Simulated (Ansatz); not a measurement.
**VSi: from a first guess to the relaxed rocksalt type**

First guess:

```xyz
2
Lattice="0.0000 2.4316 2.4316 2.4316 0.0000 2.4316 2.4316 2.4316 0.0000" Properties=species:S:1:pos:R:3 pbc="T T T"
V     0.0000    0.0000    0.0000
Si    2.4316    2.4316    2.4316
```

Theory: Ansatz 0.2.0, DFT, PBE, PAW with Ansatz's default frozen-core files, scalar-relativistic.

Cell and atoms relax within the symmetry of the start on a 13×13×13 k mesh with 0.03 eV Fermi–Dirac smearing, from parallel moments.

The start is built from a prototype, known or not as a phase of this compound; the cutoff is 420 eV.

The magnetic state is the one reached from parallel moments; other orders may lie lower.

Q: What is the pressure of the first guess?

A: 2.14 GPa.

Q: What does it relax to?

A: a = 4.887 Å, b = 4.887 Å, c = 4.887 Å, α = 90.00°, β = 90.00°, γ = 90.00° (conventional cell), 14.59 Å³ per atom:
```xyz
2
Lattice="0.0000 2.4437 2.4437 2.4437 0.0000 2.4437 2.4437 2.4437 0.0000" Properties=species:S:1:pos:R:3 pbc="T T T"
V     0.0000    0.0000    0.0000
Si    2.4437    2.4437    2.4437
```

Q: How much energy does the relaxation release?

A: 1 meV/atom.

Q: What moment does the relaxed primitive cell (2 atoms) carry?

A: 0.00 μB.
